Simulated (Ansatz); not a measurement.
PtPb:
```xyz
4
Lattice="4.3216 0.0000 0.0000 -2.1608 3.7426 0.0000 0.0000 0.0000 5.5213" Properties=species:S:1:pos:R:3 pbc="T T T"
Pt     0.0000     0.0000     2.7606
Pt     0.0000     0.0000     0.0000
Pb     0.0000     2.4951     1.3803
Pb     2.1608     1.2475     4.1410
```

Relaxed with r²SCAN. Special points in fractions of this cell's reciprocal vectors: Γ (0.000, 0.000, 0.000); M (0.500, 0.000, 0.000); K (0.333, 0.333, 0.000); A (0.000, 0.000, 0.500); L (0.500, 0.000, 0.500); H (0.333, 0.333, 0.500).

**Question.** List the band energies nearest the Fermi level at these points for the program Ansatz at the r²SCAN level (PAW).

**Answer.** In eV from the Fermi level; about four levels below and three above (degenerate sets whole), none deeper than 8.9 eV; points with the same levels are listed once.

```json
[
 {"k": "Γ", "below": "-2.73 -2.73 -1.62 -1.62", "above": "1.52 2.01 2.01"},
 {"k": "M", "below": "-1.47 -1.24 -1.20 -0.18", "above": "3.04 5.48 5.82"},
 {"k": "K", "below": "-1.99 -1.68 -1.68 -0.38", "above": "1.04 1.04 1.96 1.96"},
 {"k": "A", "below": "-3.00 -3.00 -3.00 -3.00", "above": "0.30 0.30 4.08 4.08 4.08 4.08"},
 {"k": "L", "below": "-2.71 -2.71 -2.37 -2.37", "above": "1.96 1.96 2.84 2.84"},
 {"k": "H", "below": "-1.57 -1.57 -0.91 -0.91", "above": "6.72 6.72 7.64 7.64"}
]
```

Space group P6_3/mmc (NiAs type). The first step of the workflow began from a Materials Project structure, measured or hypothetical; the Crystallography Open Database files this formula in space group No. 194, but the cells were not matched. Whether it is the stable phase at ambient conditions was not checked. The cell was relaxed with r²SCAN under the symmetry of its start; whether a distortion lowers the energy is not shown. No spin polarisation was allowed. Spin–orbit coupling is left out wherever it is not named.

Potentials: the later of the program's two PAW sets.
